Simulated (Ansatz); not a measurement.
GaSb:
```yaml
crystal:
  lattice:
    - [4.36743, 0.00000, 0.00000]
    - [-2.18371, 3.78230, 0.00000]
    - [0.00000, 0.00000, 9.49730]
  atoms:
    - { symbol: Ga, position: [0.49990, 0.00000, 0.66667] }
    - { symbol: Ga, position: [0.00000, 0.49990, 0.33333] }
    - { symbol: Ga, position: [0.50010, 0.50010, 0.00000] }
    - { symbol: Sb, position: [0.49994, 0.00000, 0.16667] }
    - { symbol: Sb, position: [0.00000, 0.49994, 0.83333] }
    - { symbol: Sb, position: [0.50006, 0.50006, 0.50000] }
```

Relaxed with r²SCAN. Special points in fractions of this cell's reciprocal vectors: Γ (0.000, 0.000, 0.000); M (0.500, 0.000, 0.000); K (0.333, 0.333, 0.000); A (0.000, 0.000, 0.500); L (0.500, 0.000, 0.500); H (0.333, 0.333, 0.500).

Task: List the band energies nearest the Fermi level at these points for r²SCAN (plane waves, PAW; program Ansatz).

Result: In eV from the Fermi level; about four levels below and three above (degenerate sets whole), none deeper than 8.9 eV; points with the same levels are listed once.

```tsv
k	below	above
Γ	-0.68 -0.68 -0.52 -0.49	0.27 1.46 1.46
M	-2.53 -1.88 -1.64 -1.58	0.22 0.65 1.34
K	-2.19 -1.63 -1.63 -0.25	2.07 2.07 4.57 4.57
A	-0.63 -0.61 -0.61 -0.24	1.48 1.48 1.54
L	-2.50 -2.36 -2.00 -1.75	1.31 1.35 2.54
H	-3.68 -3.68 -2.00 -1.37	2.21 2.21 2.33
```

Space group P6_222. The start of the workflow was typed in or built on a structure type; neither database checked (COD, Materials Project) lists it. It is not the phase usual at ambient conditions (space group No. 216). The cell was relaxed with r²SCAN under the symmetry of its start; whether a distortion lowers the energy is not shown. A small band overlap can be real or an error of a semilocal functional. Point labels and valley counts follow the cell and symmetry of the run, lower than the named group. The Fermi level of a semimetal is unsure by some 0.05 eV on such meshes. Spin–orbit coupling is left out wherever it is not named.

Potentials: the earlier of the program's two PAW sets.
